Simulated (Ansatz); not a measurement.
Cr$_{3}$C$_{2}$:
Space group Cmcm (No. 63); a = 2.7875 Å, b = 9.1150 Å, c = 6.8297 Å, α = 90.00°, β = 90.00°, γ = 90.00°

```tsv
atom	site	symmetry	x	y	z
Cr	4c	m2m	0.0000	0.5993	0.2500
Cr	8f	m..	0.0000	0.1432	0.5699
C	4c	m2m	0.0000	0.2464	0.2500
C	4b	2/m..	0.0000	0.5000	0.0000
```
(The calculation used a cell of 10 atoms; values per cell refer to that cell.)

Relaxed at zero pressure with PBEsol (plane waves, PAW; program Ansatz).

### Question
The volume is raised by 9 % and shape and atoms relax at that volume. What pressure results, and how do the axes share the change?

### Answer
-23.9 GPa; a 2.8 %, b 3.0 %, c 2.9 %; the energy rises by 63 meV/atom.

### Question
Give the new structure.

### Answer

Space group Cmcm (No. 63); a = 2.8656 Å, b = 9.3913 Å, c = 7.0284 Å, α = β = γ = 90.00°

```
atom  site  symmetry       x       y       z
----  ----  --------  ------  ------  ------
Cr      4c       m2m  0.0000  0.6029  0.2500
Cr      8f       m..  0.0000  0.1411  0.5698
C       4c       m2m  0.0000  0.2454  0.2500
C       4b     2/m..  0.0000  0.5000  0.0000
```

The phase is kept; no other phase was compared at this pressure.

The first step of the workflow began from a Materials Project structure, measured or hypothetical; the Crystallography Open Database copy checked does not list it. COD files the formula under space group No. 62. Whether it is the stable phase at ambient conditions was not checked. Symmetry was held in the PBEsol relaxation; whether a distortion lowers the energy is not shown. No spin polarisation was allowed.

Potentials: the later of the program's two PAW sets.
